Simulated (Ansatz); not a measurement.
SiC (wurtzite)

```
CELL_PARAMETERS angstrom
      3.09195     0.00000     0.00000
     -1.54598     2.67771     0.00000
      0.00000     0.00000     5.07427
ATOMIC_POSITIONS crystal
  Si 0.66667 0.33333 0.00052
  Si 0.33333 0.66667 0.50052
  C  0.66667 0.33333 0.62468
  C  0.33333 0.66667 0.12468
```

The slice is a (0001) plane (indices of the conventional cell) through the point (0.667, 0.333, 0.001) (fractional), spanned by u = [110] and v = [1 -1 0] in vectors of this cell: u (3.09 Å) and v (5.36 Å, at 90° to u). It covers one period; positions are fractions (u, v).

All values below come from PBE (plane waves to 420 eV, PAW, scalar-relativistic; Ansatz, an electronic-structure program). k mesh 12×12×7. These are valence fields of a PAW run, semicore shells included where kept as valence: close to a nucleus they are smooth pseudo fields. SiC was relaxed with its symmetry unable to fall.

Task: Predict the map of the electron localisation function (ELF) on the slice.

Result: 
```
|xxxx  ::==++++++==++++++==::  xx|
|xx::..::------::::::------::..::|
|****++==--::..      ..::--==++**|
|@@@@%%**==::..      ..::==**%%@@|
|@@@@@@##++--..      ..--++##@@@@|
|@@@@@@%%**==..      ..==**%%@@@@|
|@@%%%%##**++--......--++**##%%%%|
|%%%%%%%%##**++--::--++**##%%%%%%|
|####%%%%%%%%**==--==**%%%%%%%%##|
|####%%@@@@@@##==::==##@@@@@@%%##|
|##%%@@@@@@@@**::..::**@@@@@@@@%%|
|%%%%@@@@@@%%++..xx..++%%@@@@@@%%|
|##%%@@@@@@**--xxxxxx--**@@@@@@%%|
|**####%%##==xxxxxxxxxx==##%%####|
|==++++++==::  xxxxxx  ::==++++++|
|::::------::..::xx::..::------::|
|    ..::--==++******++==--::..  |
|    ..::==**%%@@@@@@%%**==::..  |
|    ..--++##@@@@@@@@@@##++--..  |
|    ..==**%%@@@@@@@@@@%%**==..  |
|....--++**##%%%%@@%%%%##**++--..|
|::--++**##%%%%%%%%%%%%%%##**++--|
|--==**%%%%%%%%######%%%%%%%%**==|
|::==##@@@@@@%%######%%@@@@@@##==|
|..::**@@@@@@@@%%##%%@@@@@@@@**::|
|xx..++%%@@@@@@%%%%%%@@@@@@%%++..|
|xxxx--**@@@@@@%%##%%@@@@@@**--xx|
|xxxxxx==##%%####**####%%##==xxxx|
```
Scale: ten equal steps from 0.06 (start of ' ') to 0.89 (end of '@'), in the order ' .:-=+*#%@'. Values: electron localisation function (ELF). The map has 16 points along u (two characters each, u = 0 at the left) and 28 along v (v = 0 in the bottom row). Points within 0.4 Å of a nucleus are blanked (x), as the pseudised field means little there.
